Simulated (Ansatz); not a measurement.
**Two states of BaTiO₃**

```
CELL_PARAMETERS angstrom
4.04347 4.04347 0.00000
0.00000 4.04347 4.04347
4.04347 0.00000 4.04347
ATOMIC_POSITIONS crystal
O 0.25000 0.75000 0.75000
O 0.75000 0.25000 0.25000
O 0.25000 0.75000 0.25000
O 0.75000 0.25000 0.75000
O 0.25000 0.25000 0.75000
O 0.75000 0.75000 0.25000
Ti 0.25000 0.25000 0.25000
Ti 0.75000 0.75000 0.75000
Ba 0.00000 0.00000 0.00000
Ba 0.50000 0.50000 0.50000
```

The numbers come from plane-wave PAW DFT (Ansatz): r2SCAN, with U = 5.7 eV and J = 0.57 eV on Ti d (all-electron-ortho-atomic projectors), 500 eV, 4×4×4 Γ-centred k points, fermi-dirac occupations (width 0.1 eV). Nothing was relaxed.

State A: Ti7 down, Ti8 up (collinear spin). State B: Ti7 up, Ti8 up (collinear spin).

Question: Which state is lower, and how do they differ?

Answer: State B is lower by 1.4 meV an atom at zero smearing; in free energy at this smearing B lies -0.7 meV an atom from A. So small a gap isn't resolved on this mesh where a state is a metal.

```json
{"state": "A", "free energy (meV/atom)": "0.7", "largest moment in a small sphere (μB)": "1.79", "net moment (μB/cell)": "0.00", "gap on mesh (eV)": "metal", "pressure (GPa)": "55.1", "largest force (eV/Å)": "0.00"}
{"state": "B", "free energy (meV/atom)": "0.0", "largest moment in a small sphere (μB)": "1.80", "net moment (μB/cell)": "4.20", "gap on mesh (eV)": "metal", "pressure (GPa)": "54.9", "largest force (eV/Å)": "0.00"}
```

Origin: a database entry at a rescaled volume. Caveats: the k mesh is coarse if the cell is a metal; atoms or cell far from equilibrium.

Ba sits on the octahedral site here and Ti on the 12-fold one, the reverse of the real perovskite.
